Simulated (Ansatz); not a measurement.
MgSe (rock salt)

```
CELL_PARAMETERS angstrom
      0.00000     2.75420     2.75420
      2.75420     0.00000     2.75420
      2.75420     2.75420     0.00000
ATOMIC_POSITIONS crystal
  Se 0.00000 0.00000 0.00000
  Mg 0.50000 0.50000 0.50000
```

The slice is a {111} plane (indices of the conventional cell) through the point (0.000, 0.000, 0.000) (fractional), spanned by u = [100] and v = [-1 2 0] in vectors of this cell: u (3.90 Å) and v (6.75 Å, at 90° to u). It covers one period; positions are fractions (u, v).

Method: PBE (plane waves to 420 eV, PAW, scalar-relativistic; Ansatz, a quantum-chemistry and plane-wave program). k mesh 10×10×10. These are valence fields of a PAW run, semicore shells included where kept as valence: close to a nucleus they are smooth pseudo fields. MgSe was relaxed with its symmetry unable to fall.

Task: Predict the map of the electron localisation function (ELF) on the slice.

Result: 
```
v \ u  0.00  0.12  0.25  0.38  0.50  0.62  0.75  0.88
-----  ----  ----  ----  ----  ----  ----  ----  ----
0.86   0.79  0.77  0.65  0.23  0.07  0.23  0.65  0.77
0.71   0.11  0.10  0.18  0.46  0.60  0.46  0.18  0.10
0.57   0.10  0.46  0.78  0.75     x  0.75  0.78  0.46
0.43   0.10  0.46  0.78  0.75     x  0.75  0.78  0.46
0.29   0.11  0.10  0.18  0.46  0.60  0.46  0.18  0.10
0.14   0.79  0.77  0.65  0.23  0.07  0.23  0.65  0.77
0.00      x     x  0.79  0.53  0.11  0.53  0.79     x
```

Values: electron localisation function (ELF). Points within 0.5 Å of a nucleus are blanked (x), as the pseudised field means little there.
